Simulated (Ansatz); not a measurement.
## Notes on Sn2Ir

```
Ir Sn
1.0
     0.00000    3.17042    3.17042
     3.17042    0.00000    3.17042
     3.17042    3.17042    0.00000
Ir Sn
1 2
Direct
  0.00000 0.00000 0.00000
  0.25000 0.25000 0.25000
  0.75000 0.75000 0.75000
```

The numbers come from plane-wave PAW DFT (Ansatz): r2SCAN, no spin polarisation, 500 eV, 9×9×9 Γ-centred k points, fermi-dirac occupations (width 0.1 eV). Nothing was relaxed.

What does the stress say?

The pressure is 1.7 GPa (compression positive), so with the atoms held at these fractions the cell would first expand.

What is the formation energy?

-0.30 eV an atom against the elements' usual phases (free molecules for gases, crystals otherwise, with no correction for O₂ or N₂), so it is bound against them; other compounds may still compete. Relaxing would lower it.

Are the atoms at rest?

The forces vanish by the symmetry of the sites.

What do density and ELF say about some of the short contacts?

Ir–Sn at 2.75 Å: least valence density 0.39 e/Å³ and ELF 0.43 there. Sn–Sn at 3.17 Å: least valence density 0.20 e/Å³ and ELF 0.36 there. These are pseudo-fields; inside the PAW spheres they differ from the all-electron ones.

Give the Bader charges.

Bader charges in e: Sn +0.70, Ir -1.40. In the mean Sn gives up most and Ir takes most.

Metal or insulator?

It is a metal, with about 1.3 states/eV a cell as the mean within 0.25 eV of the Fermi level, mostly Sn p (53 %) and Ir d (30 %).

Origin: a database entry at a rescaled volume.
